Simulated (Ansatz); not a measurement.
## Convergence test, NbCd3

All numbers below come from DFT r2SCAN, scalar-relativistic, plane waves, PAW in Ansatz 0.2.0.

```
Nb Cd
1.0
     4.21500    0.00000    0.00000
     0.00000    4.21500    0.00000
     0.00000    0.00000    4.21500
Nb Cd
1 3
Direct
  0.00000 0.00000 0.00000
  0.00000 0.50000 0.50000
  0.50000 0.00000 0.50000
  0.50000 0.50000 0.00000
```

| Property | Result |
| --- | --- |
| plane-wave cutoff | 500 eV |
| occupation rule | Gaussian smearing, 0.1 eV |
| spin treatment | unpolarised |

The atoms are held and the k-point mesh is swept. Energies are extrapolated to zero smearing and count from the reference run, 16×16×16. The cell isn't necessarily relaxed at this level. The meshes are Γ-centred. Pressure is positive in compression.

(1) One run gave ΔE = 5.22 meV/atom and P = 4.69 GPa. Which k-point mesh did it use, of 1×1×1, 2×2×2, 4×4×4, 6×6×6, 8×8×8, 10×10×10, 12×12×12, 14×14×14?

Results:

(1) 6×6×6. All runs:

```tsv
mesh	ΔE (meV/atom)	P (GPa)	irreducible points
1×1×1	2202	17.37	1
2×2×2	-15.2	4.29	4
4×4×4	0.24	4.60	10
6×6×6	5.22	4.69	20
8×8×8	0.52	4.65	35
10×10×10	-0.38	4.65	56
12×12×12	-0.12	4.63	84
14×14×14	-0.18	4.65	120
16×16×16	0.00	4.65	165
```